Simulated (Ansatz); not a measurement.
HgI:
```cif
data_Hg2I2
_chemical_formula_sum 'Hg2 I2'
_space_group_name_H-M_alt 'P 1'
_space_group_IT_number 1
_cell_length_a 6.67189
_cell_length_b 6.67189
_cell_length_c 6.67189
_cell_angle_alpha 138.777
_cell_angle_beta 138.777
_cell_angle_gamma 59.715
loop_
_space_group_symop_operation_xyz
  'x, y, z'
loop_
_atom_site_label
_atom_site_type_symbol
_atom_site_fract_x
_atom_site_fract_y
_atom_site_fract_z
_atom_site_occupancy
Hg1 Hg 0.88771 0.88771 0.00000 1
Hg2 Hg 0.11229 0.11229 0.00000 1
I1 I 0.64980 0.64980 0.00000 1
I2 I 0.35020 0.35020 0.00000 1
```

Relaxed with LDA.

Which orbitals make up the states near the band edges in plane-wave PAW LDA (Ansatz code)?

Top 1 eV of the valence band: I 5p 79 %, Hg 6s 12 %. Bottom 1 eV of the conduction band: Hg 6s 56 %, I 5p 31 %, outside the projected shells 7 %. Projections are on Löwdin-orthogonalised atomic valence shells; empty p or d shells of many metals are not among them.

Tabulate the density of states.

States/eV per cell of 4 atoms, in 0.25 eV bins, energy from the valence-band maximum.

```csv
E (eV),total,Hg 5d,I 5p,Hg 6s
-7.86,0.00,0.00,0.00,0.00
-7.61,3.23,2.60,0.24,0.30
-7.36,4.77,3.97,0.21,0.39
-7.11,0.00,0.00,0.00,0.00
-6.86,0.00,0.00,0.00,0.00
-6.61,15.37,14.95,0.37,0.03
-6.36,0.63,0.62,0.00,0.00
-6.11,5.07,4.72,0.31,0.03
-5.86,23.11,21.74,1.12,0.20
-5.61,19.12,18.13,0.78,0.11
-5.36,8.62,8.26,0.23,0.03
-5.11,1.05,0.34,0.29,0.41
-4.86,2.77,0.68,0.80,1.26
-4.61,2.49,0.49,0.72,1.22
-4.36,2.15,0.28,0.90,0.90
-4.11,2.67,0.25,1.42,0.93
-3.86,2.40,0.18,1.34,0.80
-3.61,1.63,0.10,0.96,0.49
-3.36,1.27,0.07,0.86,0.28
-3.11,1.48,0.08,1.13,0.19
-2.86,1.95,0.12,1.59,0.14
-2.61,2.29,0.14,1.93,0.12
-2.36,2.54,0.15,2.14,0.14
-2.11,2.96,0.16,2.48,0.18
-1.86,3.40,0.17,2.88,0.20
-1.61,3.68,0.17,3.17,0.18
-1.36,4.10,0.17,3.61,0.17
-1.11,4.54,0.15,3.95,0.27
-0.86,4.97,0.18,4.13,0.43
-0.61,3.70,0.17,2.94,0.45
-0.36,3.38,0.17,2.58,0.53
-0.11,0.67,0.03,0.45,0.17
0.14,0.00,0.00,0.00,0.00
0.39,0.00,0.00,0.00,0.00
0.64,0.00,0.00,0.00,0.00
0.89,0.01,0.00,0.00,0.00
1.14,0.28,0.01,0.08,0.17
1.39,0.62,0.02,0.19,0.36
1.64,1.20,0.03,0.38,0.68
1.89,1.47,0.04,0.48,0.80
2.14,1.41,0.04,0.48,0.72
2.39,1.48,0.04,0.54,0.71
2.64,1.49,0.03,0.48,0.55
2.89,1.44,0.01,0.21,0.24
3.14,1.29,0.00,0.04,0.03
3.39,1.37,0.00,0.04,0.01
3.64,1.28,0.00,0.03,0.01
3.89,1.82,0.00,0.05,0.01
4.14,1.86,0.00,0.06,0.01
4.39,2.53,0.00,0.08,0.02
4.64,2.64,0.00,0.08,0.02
4.89,2.92,0.01,0.07,0.03
5.14,2.79,0.00,0.06,0.03
5.39,2.51,0.00,0.06,0.03
5.64,2.91,0.00,0.08,0.04
```

Space group I4/mmm. The first step of the workflow began from a Materials Project structure, measured or hypothetical; the Crystallography Open Database files this formula in space group No. 139, but the cells were not matched. Whether it is the stable phase at ambient conditions was not checked. The cell was relaxed with LDA under the symmetry of its start; whether a distortion lowers the energy is not shown. A crystal of weakly bound molecules computed without a dispersion correction: the cell and the soft elastic constants depend strongly on that. Scalar-relativistic: spin–orbit coupling is off unless named, which matters more the heavier the elements.

Potentials: the later of the program's two PAW sets.
